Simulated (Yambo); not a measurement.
G0W0@LDA for SrCd2P2 (space group P-3m1, No. 164) in Yambo. Reference settings: 3×3×2 Γ-centred k mesh, bands 9 to 230 and a 8 Ry block in the screening, 230 bands in G with the Bruneval-Gonze terminator, plasmon pole fitted at 27.2 eV. The LDA gap Γ → Γ on this mesh is 0.54 eV; G0W0 gaps are taken between the same points.

With and without the terminator, as bands are cut:

| bands in G (in W) | gap, terminator (eV) | gap, none (eV) | valence shift, terminator (eV) | valence shift, none (eV) |
|---|---|---|---|---|
| 59 (59) | 1.393 | 1.337 | -0.053 | 0.299 |
| 90 (90) | 1.342 | 1.290 | -0.294 | -0.041 |
| 130 (130) | 1.316 | 1.266 | -0.432 | -0.243 |
| 180 (180) | 1.310 | 1.272 | -0.518 | -0.387 |
| 230 (230) | 1.311 | 1.287 | -0.570 | -0.478 |

Over this range the gap spans 0.083 eV with the terminator and 0.071 eV without, the valence shift 0.517 eV and 0.777 eV. Neither column has reached its limit for certain.

Spin-orbit coupling is not included.

Geometry of the Materials Project entry, not relaxed at this level; primitive cell a = b = 4.3595 Å, c = 7.3115 Å, α = β = 90.00°, γ = 120.00°.

The structure is a Materials Project entry; no match was found in the copy of COD used, and its stability was not checked.

A shift is the quasiparticle energy of the state minus its LDA energy.
